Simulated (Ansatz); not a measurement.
InTe (rock salt, Fm-3m) at seven volumes, DFT-LDA in the program Ansatz with PAW potentials, scaled uniformly. One row is withheld.

| V (Å³/atom) | P (GPa) |
|---|---|
| 25.777 | 6.25 |
| 26.626 | 3.80 |
| 27.476 | ? |
| 28.326 | 0.00 |
| 29.176 | -1.45 |
| 30.025 | -2.66 |
| 30.875 | -3.68 |

Problem. Fit the shown pressures and predict the withheld one.

Solution. Third-order Birch–Murnaghan: P = (3/2)B₀(x^(7/2) − x^(5/2))[1 + (3/4)(B′ − 4)(x − 1)] with x = (V₀/V)^(2/3). Least squares on the six rows gives V₀ = 28.327 Å³/atom, B₀ = 52.67 GPa, B′ = 4.86. At V = 27.476, x = 1.0205 and P = 1.73 GPa. The run itself gave 1.75 GPa.

The first step of the workflow began from a Materials Project structure, measured or hypothetical; the Crystallography Open Database files this formula in space group No. 225, but the cells were not matched. Its standing as an ambient phase is unchecked. Symmetry was held in the LDA relaxation; its stability against distortions is not shown here. Scalar-relativistic: spin–orbit coupling is off unless named, which matters more the heavier the elements.

Potentials: the later of the program's two PAW sets.
